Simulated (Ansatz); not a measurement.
The guess for Mg3Se was made by a generator: random cell by space group and Wyckoff sites (Immm, No. 71). Its size is a rough estimate.

```
CELL_PARAMETERS angstrom
-2.04751 3.10766 3.30416
2.04751 -3.10766 3.30416
2.04751 3.10766 -3.30416
ATOMIC_POSITIONS crystal
Mg 0.31105 0.50000 0.81105
Mg 0.68895 0.50000 0.18895
Mg 0.50000 0.00000 0.50000
Se 0.00000 0.50000 0.50000
```

Theory: Ansatz 0.2.0, DFT PBE, scalar-relativistic, plane waves, PAW. Cutoff 420 eV, Gaussian smearing, Γ-centred meshes. Cell and atoms relax first on a coarse mesh and then on a finer one. In between, the cell is made exact in the group found at 0.06 Å. In metals the finer mesh still leaves noise of several meV/atom or more. The steps can't lower the symmetry of their start. No spin polarisation.

A guess keeps its type if space group and coordination stay and the shape of the cell changes little (axis ratios within about 15 %, angles within 6°); the volume may change.

Question: Will the relaxed cell still be of the starting type?

Answer: It doesn't keep its type. The symmetry stays Immm (No. 71). The volume per atom grows by 24.6 %, from 21.0 to 26.2 Å³. The shortest distance goes from 1.93 Å (Mg–Se) to 2.56 Å (Mg–Se). Counting neighbours within 15 % of an atom's shortest distance, the start has Mg 1/4, Se 2 and the end Mg 1/2, Se 4. In detail, at the end Mg on a site of symmetry mm2 has 1 Se at 2.56 Å, 4 Mg at 3.20 Å and 6 Mg at 3.45–3.71 Å; Mg on a site of symmetry mmm is surrounded by 2 Se at 2.59 Å and 10 Mg at 3.45–3.71 Å; Se is surrounded by 4 Mg at 2.56–2.59 Å.

```
CELL_PARAMETERS angstrom
-1.85264 2.58631 5.46558
1.85264 -2.58631 5.46558
1.85264 2.58631 -5.46558
ATOMIC_POSITIONS crystal
Mg 0.23404 0.73404 0.50000
Mg 0.76596 0.26596 0.50000
Mg 0.50000 0.50000 0.00000
Se 0.00000 0.50000 0.50000
```

The last run used a 16×16×16 mesh for its 4-atom cell and Gaussian smearing of 0.10 eV. A structure relaxed within its symmetry needn't be a true minimum.

In counts of neighbours, a slash parts the counts of unlike sites.
